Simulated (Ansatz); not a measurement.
GaAs:
Space group P4/mmm (No. 123); a = 2.6759 Å, b = 2.6759 Å, c = 5.4667 Å, α = 90.00°, β = 90.00°, γ = 90.00°

```json
[
 {"atom": "Ga", "site": "1b", "symmetry": "4/mmm", "x": "0.0000", "y": "0.0000", "z": "0.5000"},
 {"atom": "As", "site": "1a", "symmetry": "4/mmm", "x": "0.0000", "y": "0.0000", "z": "0.0000"}
]
```

Relaxed at zero pressure with r²SCAN in the plane-wave PAW code Ansatz.

Problem. The volume is lowered by 6 % and shape and atoms relax at that volume. What pressure results, and how do the axes share the change?

Solution. 5.1 GPa; a -1.9 %, b -1.9 %, c -2.2 %; the energy rises by 18 meV/atom.

Problem. Give the new structure.

Solution. 
Space group P4/mmm (No. 123); a = b = 2.6239 Å, c = 5.3444 Å, α = β = γ = 90.00°

```tsv
atom	site	symmetry	x	y	z
Ga	1b	4/mmm	0.0000	0.0000	0.5000
As	1a	4/mmm	0.0000	0.0000	0.0000
```

The phase is kept; no other phase was compared at this pressure.

The workflow started from a Materials Project entry (that database holds measured and hypothetical structures alike); the Crystallography Open Database copy checked does not list it. It is not the phase usual at ambient conditions (space group No. 216). Symmetry was held in the r²SCAN relaxation; of distortions, only those at the zone centre were tested.

Potentials: the later of the program's two PAW sets.
